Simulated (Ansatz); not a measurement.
**Ionic part of the dielectric constant of SrO, mode by mode**

Level of theory: DFT r2SCAN, scalar-relativistic, plane waves, PAW (Ansatz 0.2.0). Cutoff 500 eV, 8×8×8 k-points (Γ-centred), fixed occupations. No spin polarisation. Phonons by linear response, acoustic sum rule imposed.

It takes space group Fm-3m (No. 225, cubic). Conventional cell: a = 5.160 Å, b = 5.160 Å, c = 5.160 Å, α = 90.00°, β = 90.00°, γ = 90.00°. Sr (site symmetry m-3m) is surrounded by 6 O at 2.58 Å. O (site symmetry m-3m) has 6 Sr at 2.58 Å as nearest neighbours.

The cell is the ideal cubic rocksalt prototype.

The primitive cell has V = 34.35 Å³ and ε∞,zz = 3.516. Each polar mode adds Δε = (4.92064×10⁷/V)·S/ν² along z, with S its oscillator strength in e²/amu, ν in cm⁻¹ and V in Å³.

Problem. From these modes, find each Δε and ε0,zz.
```csv
ν (cm⁻¹),S_zz (e²/amu)
213.8,0.4304
```

Solution.
```
ν (cm⁻¹)     Δε
   213.8  13.48
```

The sum is 13.485, so ε0,zz = 17.00; the run's tensor has 17.00.

Problem. Where do the longitudinal modes lie for a wave vector along z?

Solution. At 470 cm⁻¹. The Lyddane–Sachs–Teller product Π(ν_LO/ν_TO)² = 4.84 matches ε0/ε∞ = 4.84.

Cost: 1 run of about 0.49 core-minutes, on Intel Xeon 6975P-C (Granite Rapids) (shared hosts).